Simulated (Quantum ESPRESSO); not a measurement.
Rb3AlF6 has the cubic space group Fm-3m (No. 225), Pearson symbol cF40. Lattice parameters: a = b = c = 8.845 Å, α = β = γ = 90.00°. F on 24e sees 1 Al at 1.812 Å and 1 Rb at 2.611 Å and 4 Rb at 3.152 Å (octahedral). Al on 4a is coordinated by 6 F at 1.812 Å (octahedral). Rb1 on 8c is surrounded by 12 F at 3.152 Å. Rb2 on 4b is surrounded by 6 F at 2.611 Å (octahedral). (Neighbours: up to the widest gap in distance over summed covalent radii, below 1.35, at either atom; cation-cation contacts left out.)
(The calculation used a cell of 10 atoms; values per cell refer to that cell.)

The geometry is that of Materials Project entry mp-1113633, symmetrised and not relaxed again.

Question: What does norm-conserving PBEsol (Quantum ESPRESSO, 84 Ry, scalar-relativistic) give for the electronic structure near the Fermi level?

Answer: The PBEsol gap is direct, 6.31 eV at Γ. Another valence extremum on the path lies within 0.02 eV, too close to call. 

The structure is a Materials Project entry; no match was found in the copy of COD used, and its stability was not checked.
